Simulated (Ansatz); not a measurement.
The start is a generated cell, TiAl placed in the AFLOW prototype AB_tI8_141_a_b ("40", as in NbP). A full variable-cell relaxation at zero pressure is run with r2SCAN (plane waves to 500 eV, PAW, scalar-relativistic; Ansatz, a program for electronic structure). First-step values are on the input's coarse k-mesh.

Ansatz input (later rounds restart from its end on a renewed k-mesh):
Ansatz 0.2 input:
```yaml
crystal:
  lattice:
    - [-1.650561, 1.650561, 5.6491382]
    - [1.650561, -1.650561, 5.6491382]
    - [1.650561, 1.650561, -5.6491382]
  atoms:
    - { symbol: Ti, position: [0.75, 0.25, 0.5] }
    - { symbol: Ti, position: [0, 0, 0] }
    - { symbol: Al, position: [0.5, 0.5, 0] }
    - { symbol: Al, position: [0.25, 0.75, 0.5] }
basis: { ecutwfc: 500, ecutrho_ratio: 4, xc_grid: 4, fft_grid_basis: typed }
kpoints: { mp_grid: { grid: [14, 14, 14] } }
hamiltonian:
  xc: r2scan
  dispersion: none
  pseudopotentials: { azcp: { folder: ./paw }, kind: paw }
scf: { occupations: { method: fermi_dirac, width: 0.05 } }
relax: { f_tol: 0.01, max_steps: 100, cell: { stress_tol: 0.02 } }
output: { forces: true, stress: true }
```

* **Initial pressure**: +30.8 GPa (positive: the cell is compressed)
* **Outcome**: The space group stays I4₁/amd (No. 141) (the run could not lower it), with 4 atoms in the primitive cell
* **Shortest distances (start → end)**: The closest pairs of elements (up to four, under 3.6 Å), start → end: Al–Ti 2.33 → 2.72 Å; Al–Al 3.27 → 2.92 Å; Ti–Ti 3.27 → 2.92 Å
* **Optimiser moves**: 12

Final values are on a 17×17×17 k-mesh of the relaxed cell. No spin polarisation in the result.

The run could not lose the symmetry of its start; a randomly shaken copy of 8 atoms returns to this structure.

All atoms sit on sites fixed by symmetry, so only the cell could relax.

The relaxed structure here is a generated cell of TiAl: the first start was made by placing the elements on the sites of a structure type, and the end was not matched to a known phase here, so it may be hypothetical. Known forms of TiAl include space group No. 123.
